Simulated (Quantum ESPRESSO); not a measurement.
## Kohn-Sham bands of RbBr (rock salt)

```
CELL_PARAMETERS angstrom
      0.00000     3.45595     3.45595
      3.45595     0.00000     3.45595
      3.45595     3.45595     0.00000
ATOMIC_POSITIONS crystal
  Rb 0.00000 0.00000 0.00000
  Br 0.50000 0.50000 0.50000
```

Structure: Materials Project mp-22867, symmetrised, not relaxed again. COD (Crystallography Open Database) has an entry of this formula and space group (matched by these alone). Level: PBEsol, spinors with spin-orbit coupling; pw.x of Quantum ESPRESSO at 37 Ry with PseudoDojo potentials, 6×6×6 k-points, Wannier90. Density: 8×8×8 mesh, cold smearing 0.01 Ry.

Task: List the Kohn-Sham levels between −8 and 7.0 eV relative to the valence-band maximum at the high-symmetry points, as a band run of pw.x on that density gives them (levels within 2 meV counted together).

Result: 
| point | k (reciprocal lattice) | levels (eV) |
|---|---|---|
| Γ | 0.000 0.000 0.000 | -0.50 (×2), 0.00 (×4), 3.99 (×2) |
| X | 0.500 0.000 0.500 | -0.76 (×2), -0.37 (×2), -0.16 (×2), 5.37 (×2), 6.76 (×2) |
| U | 0.625 0.250 0.625 | -0.84 (×2), -0.48 (×2), -0.33 (×2), 6.08 (×2) |
| K | 0.375 0.375 0.750 | -0.84 (×2), -0.48 (×2), -0.33 (×2), 6.08 (×2) |
| L | 0.500 0.500 0.500 | -1.20 (×2), -0.59 (×2), -0.36 (×2), 6.45 (×2) |
| W | 0.500 0.250 0.750 | -0.84 (×2), -0.44 (×2), -0.39 (×2), 6.78 (×2), 6.81 (×2) |
